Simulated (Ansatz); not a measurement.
Wires are cut from relaxed bulk Ta (Im-3m, 17.65 Å³/atom, gap on the mesh 0.00 eV); atoms and period are relaxed, and energies count from that bulk.

All numbers below come from DFT PBEsol, scalar-relativistic, plane waves, PAW in Ansatz.

Plane waves to 420 eV, a k mesh through Γ of 1×1×19 on the computed 22-atom cell and Gaussian smearing (0.05 eV); no spin polarisation.

Start ([111] wire, 22 host atoms a period):

```
Ta
1.0
    19.70000    0.00000    0.00000
     0.00000   18.60000    0.00000
     0.00000    0.00000    2.84101
Ta
22
Cartesian
  7.1715 6.9803 0.0000
  5.8322 4.6606 1.8940
  7.1715 11.6197 0.0000
  5.8322 9.3000 1.8940
  5.8322 13.9394 1.8940
  11.1893 4.6606 0.0000
  11.1893 9.3000 0.0000
  9.8500 6.9803 1.8940
  11.1893 13.9394 0.0000
  9.8500 11.6197 1.8940
  15.2071 6.9803 0.0000
  13.8678 4.6606 1.8940
  15.2071 11.6197 0.0000
  13.8678 9.3000 1.8940
  13.8678 13.9394 1.8940
  4.4929 6.9803 0.9470
  4.4929 11.6197 0.9470
  8.5107 4.6606 0.9470
  8.5107 9.3000 0.9470
  8.5107 13.9394 0.9470
  12.5285 6.9803 0.9470
  12.5285 11.6197 0.9470
```

Task: What does the relaxation give?

Result: The free energy falls by 88 meV/atom.

| Quantity | Value |
| --- | --- |
| excess energy (eV per host atom) | 0.956 |
| line energy (eV/Å) | 7.602 |
| period (Å) | 2.768 |
| gap on the mesh (eV) | 0 |

Relaxed structure:
```
CELL_PARAMETERS angstrom
19.70000 0.00000 0.00000
0.00000 18.60000 0.00000
0.00000 0.00000 2.76759
ATOMIC_POSITIONS crystal
Ta 0.36501 0.37853 0.98073
Ta 0.30247 0.25932 0.65824
Ta 0.36501 0.62147 0.98073
Ta 0.28906 0.50000 0.67343
Ta 0.30247 0.74068 0.65824
Ta 0.56733 0.25464 0.02140
Ta 0.56951 0.50000 0.01097
Ta 0.50000 0.37714 0.66667
Ta 0.56733 0.74536 0.02140
Ta 0.50000 0.62286 0.66667
Ta 0.76466 0.37212 0.06423
Ta 0.69753 0.25932 0.67509
Ta 0.76466 0.62788 0.06423
Ta 0.71094 0.50000 0.65991
Ta 0.69753 0.74068 0.67509
Ta 0.23534 0.37212 0.26910
Ta 0.23534 0.62788 0.26910
Ta 0.43267 0.25464 0.31193
Ta 0.43049 0.50000 0.32236
Ta 0.43267 0.74536 0.31193
Ta 0.63499 0.37853 0.35261
Ta 0.63499 0.62147 0.35261
```

Spin-orbit coupling is left out, which matters for the bands of heavy elements.

Each run keeps its start's symmetry and one magnetic start, so lower states can exist.

Time: 11 min on 4 threads of Intel(R) Xeon(R) Platinum 8259CL CPU @ 2.50GHz (Skylake/Cascade Lake), with other jobs on the host, peak memory 4.3 GiB.